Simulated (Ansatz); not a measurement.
# Ansatz run, CsCrI₃

The input, for Ansatz 0.2.0 (plane waves, PAW):

```yaml
crystal:
  lattice:
    - [4.057349, 7.027534, 0.0]
    - [-4.057349, 7.027534, 0.0]
    - [0.0, 0.0, 6.957594]
  atoms:
    - { symbol: I, position: [0.1614, 0.6772, 0.2715] }
    - { symbol: I, position: [0.3228, 0.8386, 0.7715] }
    - { symbol: I, position: [0.1614, 0.1614, 0.2715] }
    - { symbol: I, position: [0.8386, 0.3228, 0.7715] }
    - { symbol: I, position: [0.6772, 0.1614, 0.2715] }
    - { symbol: I, position: [0.8386, 0.8386, 0.7715] }
    - { symbol: Cr, position: [0.0, 0.0, 0.9954] }
    - { symbol: Cr, position: [0.0, 0.0, 0.4954] }
    - { symbol: Cs, position: [0.3333, 0.3334, 0.75] }
    - { symbol: Cs, position: [0.6666, 0.6667, 0.25] }
  symmetry: { tolerance: 0.0003 }
kpoints:
  mp_grid: { grid: [5, 5, 5], shift: [0, 0, 0] }
  band_path:
    path:
      - [0.0, 0.0, 0.0]
      - [0.49999999, -2.0e-08, 0.0]
      - [0.66666664, 0.3333333, 0.0]
      - [0.0, 0.0, 0.0]
      - [0.0, 0.0, 0.5]
      - [0.49999999, -2.0e-08, 0.5]
      - [0.66666664, 0.3333333, 0.5]
      - [0.0, 0.0, 0.5]
      - [0.49999999, -2.0e-08, 0.5]
      - [0.49999999, -2.0e-08, 0.0]
      - [0.66666664, 0.3333333, 0.5]
    npoints: 6
magnetization:
  spin_polarized: false
scf:
  occupations: { method: fermi_dirac }
  lower_state_search: "off"
  max_iter: 200
hamiltonian:
  pseudopotentials: { kind: paw }
  xc: r2scan
basis:
  ecutwfc: 500
  fft_grid_basis: typed
output:
  forces: true
  stress: true
  eigenvalues: true
  bader: true
  populations: true
  elf: true
  write_potential: true
  volumetric_format: npy
  dos:
    e_range: [-12, 8]
    de: 0.05
    projected: { site_lists: { Cr: [Cr], Cs: [Cs], I: [I] } }
checkpoint:
  read: saved_state
```

The saved state is an earlier solution for the same cell, perhaps on another mesh. 

Output (shortened):

```
Warning: the atoms were moved onto the symmetric positions of the space group found under crystal.symmetry.tolerance 3.0e-4 (fractional; no operation is sought that the atoms, as they stand in a round, miss by more than twice it, and no atom is moved by as much as it), and the run uses the moved positions.
Pseudopotentials: kind: paw
Pseudopotential: I, paw, valence charge 17, recommended cutoff 500 eV (meta_gga), I.paw.azcp
Pseudopotential: Cr, paw, valence charge 14, recommended cutoff 500 eV (meta_gga), Cr.paw.azcp
Pseudopotential: Cs, paw, valence charge 9, recommended cutoff 500 eV (meta_gga), Cs.paw.azcp
Functional definition: r2SCAN
  exchange = r2scan_x(k0 = k0, k1 = k1, a1 = a1)
  correlation = r2scan_c
Crystal: 10 atoms, lattice volume = 396.766 Å³
Basis set: ecut = 500 eV, 10099 PW (Γ), exchange–correlation on 240×240×216 points (64 copies of the dense FFT grid, shifted against one another)
Bands: 89, of which v1, the nominal top of the filled ones, is band 74 counted from 1 (73 counted from 0)
Symmetry: 12 space group operations
Space group: P63mc (ITA 186), of the structure as read, at distance tolerance 2.2e-3 Å
k-points: 15 of 125 (time reversal used)
Initial density: read from a saved state, or passed on in memory by an earlier SCF of this step, an earlier step, the calling program or the single point that the run made first
Functional: x = r2scan, c = r2scan; τ floored in thin density (d = 2e-4 eV/Å³)
Free energy (F): -63311.0713 eV
Harris-Foulkes:  -63311.0713 eV  (|F-HF|=5.14e-9)
Internal energy: -63310.5997 eV  (E = F + TS)
E sigma→0 (E₀):  -63310.8355 eV
Entropy (-TS):   -0.4715 eV (-47.154 meV/atom)
Fermi energy:    6.5293 eV
--- Forces (eV/Å), atoms counted from 1 ---
  atom   1  I     -0.5146     0.2971    -0.1913
  atom   2  I     -0.5146    -0.2971    -0.1913
  atom   3  I      0.0000    -0.5942    -0.1913
  atom   4  I      0.5146    -0.2971    -0.1913
  atom   5  I      0.5146     0.2971    -0.1913
  atom   6  I      0.0000     0.5942    -0.1913
  atom   7  Cr     0.0000     0.0000     0.5319
  atom   8  Cr     0.0000     0.0000     0.5319
  atom   9  Cs     0.0000     0.0000     0.0418
  atom  10  Cs     0.0000     0.0000     0.0418
--- Stress (GPa, compression-positive) ---
       -1.4258       0.0000       0.0000
        0.0000      -1.4258       0.0000
        0.0000       0.0000      -3.2048
  P = ⅓ Tr σ = -2.0188 GPa (-20.188 kbar)
--- Löwdin populations: 10 sites ---
  site symbol       q [e]
     0      I     17.3230
     1      I     17.3230
     2      I     17.3230
     3      I     17.3230
     4      I     17.3230
     5      I     17.3230
     6     Cr     13.5520
     7     Cr     13.5520
     8     Cs      8.2803
     9     Cs      8.2803
  spilling = 0.0027 (of n_electrons = 148.0000)
```

Origin: a known structure type with other elements, at an estimated volume, so it need not be a known compound. Caveats: no spin polarisation, so a magnetic state may lie lower.
